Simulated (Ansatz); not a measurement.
Tl: do energies and stresses tell the same story?

Computed with DFT PBE+D3(BJ), scalar-relativistic, plane waves, PAW in Ansatz.

Settings: cutoff 420 eV, Γ-centred mesh 15×15×4 on the computed 4-atom cell, Gaussian smearing of 0.10 eV; no spin polarisation.

Relaxed cell: P6_3/mmc, a = 3.456 Å, b = 3.456 Å, c = 11.350 Å, α = 90.00°, β = 90.00°, γ = 120.00°, 4 atoms in the primitive cell.

Energies at zero smearing and pressures from the stress tensor, at volumes with shape and atoms relaxed:
| V (Å³/atom) | E − E(first) (meV/atom) | P (GPa) |
| --- | --- | --- |
| 25.833 | 0.00 | 5.99 |
| 26.714 | -27.37 | 4.03 |
| 27.594 | -44.97 | 2.42 |
| 28.475 | -54.51 | 1.09 |
| 29.356 | -57.41 | 0.00 |
| 30.236 | -54.85 | -0.90 |
| 31.117 | -47.77 | -1.64 |
| 32.291 | -32.68 | -2.42 |

Task: Check P = −dE/dV between neighbouring volumes, and get the bulk modulus from the pressures alone.

Result: With 1 eV/Å³ = 160.2 GPa:
| middle V (Å³/atom) | −ΔE/ΔV (GPa) | mean P (GPa) |
| --- | --- | --- |
| 26.273 | 4.980 | 5.010 |
| 27.154 | 3.201 | 3.225 |
| 28.035 | 1.735 | 1.757 |
| 28.915 | 0.529 | 0.547 |
| 29.796 | -0.467 | -0.448 |
| 30.677 | -1.288 | -1.268 |
| 31.704 | -2.059 | -2.028 |

The two differ by 0.03 GPa at most. The mean of two end pressures misses the average over a step by about ΔV² P″/12, up to 0.03 GPa here; with that taken off 0.01 GPa remains. Around V = 29.356 Å³/atom, the two neighbours give B = −V ΔP/ΔV = 29.356 × 1.99 / 1.761 = 33.2 GPa, against B0 = 33.1 GPa from the Birch–Murnaghan fit of the energies.

Spin–orbit coupling is left out, which can shift energies with elements as heavy as these.